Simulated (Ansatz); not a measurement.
# Run times of several calculations on SiO2

Cell: 6 atoms, space group P4_2/mnm, a = 4.177 Å, b = 4.177 Å, c = 2.665 Å, α = 90.00°, β = 90.00°, γ = 90.00°.

All runs are DFT with Ansatz 0.2.0 on 1 thread of Intel Xeon 6975P-C (Granite Rapids) (x86_64; 4 cores open to the job, memory cap 3.0 GiB, no GPU), a shared host.

(1) Rank the runs by wall time, shortest first.
A. dielectric tensor by linear response, PBE, 420 eV, 5×5×7 k-points, fixed occupations
B. core holes on 2 sites, PBE, 420 eV, 3×3×3 k-points, fixed occupations, 36 atoms
C. relaxation of the ions, PBE, 420 eV, 5×5×7 k-points, smearing 0.02 eV

Results:

(1) C (2.7 s, 0.42 GiB), A (12 s, 0.5 GiB), B (87 s, 1.1 GiB).
